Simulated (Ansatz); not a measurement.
MgW: reading a single point

```
W Mg
1.0
     4.74569    0.06571   -4.95047
     0.14639    5.77057    0.06281
     4.75781    0.17637    4.90726
W Mg
4 4
Direct
  0.37939 0.17544 0.63346
  0.86901 0.16670 0.12844
  0.13692 0.78097 0.88116
  0.62767 0.79356 0.37080
  0.11171 0.68360 0.37952
  0.64022 0.69391 0.87648
  0.36961 0.32113 0.12443
  0.87306 0.30557 0.61964
```

Level: LDA, no spin polarisation; 420 eV; 3×3×3 (shifted by 0, 0, 0.5 steps) mesh; gaussian occupations (width 0.118 eV); Ansatz 0.2.0, fixed geometry.

Problem. Is there a gap?

Solution. It is a metal, with about 13 states/eV a cell as the mean within 0.25 eV of the Fermi level, mostly W d (86 %).

Problem. What do density and ELF say about some of the short contacts?

Solution. W–W at 3.18 Å: least valence density 0.27 e/Å³ and ELF 0.60 there. Mg–Mg at 3.18 Å: least valence density 0.08 e/Å³ and ELF 0.54 there. W–Mg at 3.37 Å: least valence density 0.10 e/Å³ and ELF 0.32 there. These are pseudo-fields; inside the PAW spheres they differ from the all-electron ones.

Problem. Which element gives electrons and which takes them?

Solution. Bader charges in e: Mg +0.86 to +0.95, W -0.97 to -0.86. In the mean Mg gives up most and W takes most.

Problem. Where is the largest force?

Solution. The largest is on W2: 2.98 eV/Å, components (-0.05, -2.93, 0.54). It makes 38° with the line to a nearest neighbour, W4 at 3.18 Å, pointing towards it.

Problem. What does the stress say?

Solution. The pressure is -21.6 GPa (compression positive), so with the atoms held at these fractions the cell would first shrink; the forces are large, so a full relaxation may end otherwise. The principal stresses -24.4, -23.4, -17.0 GPa differ, so its shape would change too.

Origin: a strained cell with displaced atoms, so it need not be a known compound. Caveats: many states at the Fermi level without spin polarisation, so a magnetic state may lie lower; the k mesh is coarse if the cell is a metal; atoms or cell far from equilibrium.
